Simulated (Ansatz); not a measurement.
BePd (Pm-3m); total moment held at 1.2 μB.

```xyz
2
Lattice="2.8130 0.0000 0.0000 0.0000 2.8130 0.0000 0.0000 0.0000 2.8130" Properties=species:S:1:pos:R:3 pbc="T T T"
Be    0.0000    0.0000    0.0000
Pd    1.4065    1.4065    1.4065
```

The geometry is a structure as deposited in COD, held fixed and not relaxed.

Settings: PBEsol, 14×14×14 k mesh, Fermi–Dirac smearing of 0.05 eV. LAPW is all-electron LAPW in Ansatz 0.2.0. Site moments are integrated in spheres about the atoms. Start moments (μB): Pd2 1.2.

The self-consistent cycle went as follows.

| iteration | Harris–Foulkes energy less the last (meV) | density residual (eV) | M (μB) | ∫|m| (μB) |
| --- | --- | --- | --- | --- |
| 1 | -3554.870 | 3.3e+00 | 1.2000 | 1.2003 |
| 2 | -109.737 | 1.2e-01 | 1.2000 | 1.2002 |
| 3 | -18.746 | 5.1e-02 | 1.2000 | 1.2002 |
| 4 | 1.134 | 1.8e-03 | 1.2000 | 1.2002 |
| 5 | -0.350 | 2.5e-05 | 1.2000 | 1.2002 |
| 6 | -0.010 | 5.3e-06 | 1.2000 | 1.2002 |
| 7 | 0.000 | 1.3e-07 | 1.2000 | 1.2002 |
| 8 | 0.000 | 2.3e-09 | 1.2000 | 1.2002 |

Site moments (μB): Be1 0.19, Pd2 0.83. Cell moment 1.20 μB.

The Ansatz runs typed with the search for lower states off end where their start leads. None of this fixes the real material's magnetic order: only patterns that fit the cell were computed, at zero temperature, with a functional that can overstate moments.
